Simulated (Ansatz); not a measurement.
AlCo (rock salt, Fm-3m) under volume change, PBEsol in the plane-wave PAW code Ansatz, scaled uniformly.

| V (Å³/atom) | E − E(relaxed) (meV/atom) | P (GPa) |
|---|---|---|
| 12.054 | (withheld) | (withheld) |
| 12.451 | (withheld) | (withheld) |
| 12.848 | 5.2 | 4.27 |
| 13.246 | 0.0 | 0.00 |
| 13.643 | 4.7 | -3.66 |
| 14.041 | 17.7 | -6.80 |
| 14.438 | 38.0 | -9.48 |

Question: What belongs in the gaps?

Answer: 
- 12.451, E − E(relaxed) (meV/atom): 21.8
- 12.451, P (GPa): 9.26
- 12.054, E − E(relaxed) (meV/atom): 51.8
- 12.054, P (GPa): 15.09

Question: What does a third-order Birch–Murnaghan fit give for V₀, B₀ and B′?

Answer: V₀ = 13.25 Å³/atom, B₀ = 132 GPa, B′ = 4.1.

The start of the workflow was typed in or built on a structure type; neither database checked (COD, Materials Project) lists it. Its standing as an ambient phase is unchecked. The PBEsol relaxation kept the symmetry of its start. At this level the phase is mechanically unstable. The workflow began spin-polarised and lost its moments. Its formation energy is positive at this level, so the cell may be metastable or incomplete.

Potentials: the later of the program's two PAW sets.
